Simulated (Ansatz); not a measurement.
In2Ge2O7 (space group C2/m)

```
In2Ge2O7
1.0
    3.32724    -4.43386     0.00000
    3.32724     4.43386     0.00000
   -1.03884     0.00000     4.85041
In Ge O
2 2 7
Direct
  0.30704   0.69296   0.00000
  0.69296   0.30704   0.00000
  0.76313   0.76313   0.59426
  0.23687   0.23687   0.40574
  0.40728   0.07383   0.21185
  0.59272   0.92617   0.78815
  0.92617   0.59272   0.78815
  0.07383   0.40728   0.21185
  0.00000   0.00000   0.50000
  0.41309   0.41309   0.72662
  0.58691   0.58691   0.27338
```

The volume is varied about the relaxed value V₀ at fixed cell shape. The atoms relax within the cell's symmetry.

The numbers are results of PBEsol (plane waves to 420 eV, PAW, scalar-relativistic; Ansatz, a first-principles code), not measurements. k mesh 5×5×6 (Γ-centred), Fermi-Dirac smearing 0.05 eV. The energy includes the smearing's −TS. Compression counts positive. With the shape held, the modulus is that of even scaling; a crystal free to change shape is softer. In2Ge2O7 was relaxed with its symmetry unable to fall. ΔE is measured from the relaxed starting cell.

| V (Å³/cell) | ΔE (kJ/mol of atoms) | P (GPa) |
|---|---|---|
| 120.21 | 18.36 | 32.8 |
| 124.79 | 11.21 | 24.5 |
| 129.37 | 6.01 | 17.1 |
| 133.95 | 2.55 | 10.6 |
| 138.53 | 0.61 | 4.9 |
| 143.11 | 0.00 | 0.0 |
| 147.69 | 0.55 | -4.3 |
| 152.27 | 2.08 | -7.9 |
| 156.85 | 4.45 | -10.9 |
| 161.43 | 7.53 | -13.5 |
| 166.01 | 11.18 | -15.6 |

Key numbers:

| Item | Value |
|---|---|
| Pressure at the smallest volume | 32.8 GPa |
| Energy cost of the largest compression | 190.3 meV/atom |
| Energy cost of the largest expansion | 115.8 meV/atom |
| Bulk modulus at fixed cell shape B₀ (third-order Birch-Murnaghan fit) | 140 GPa |
| Pressure derivative B₀′ (fit) | 3.5 |
| Equilibrium volume of the fit | 13.01 Å³/atom |
| Pressure for 5 % compression (fit) | 7.9 GPa |

(Under strain, the slope of the energy per volume gives the stress and its curvature an elastic modulus.)
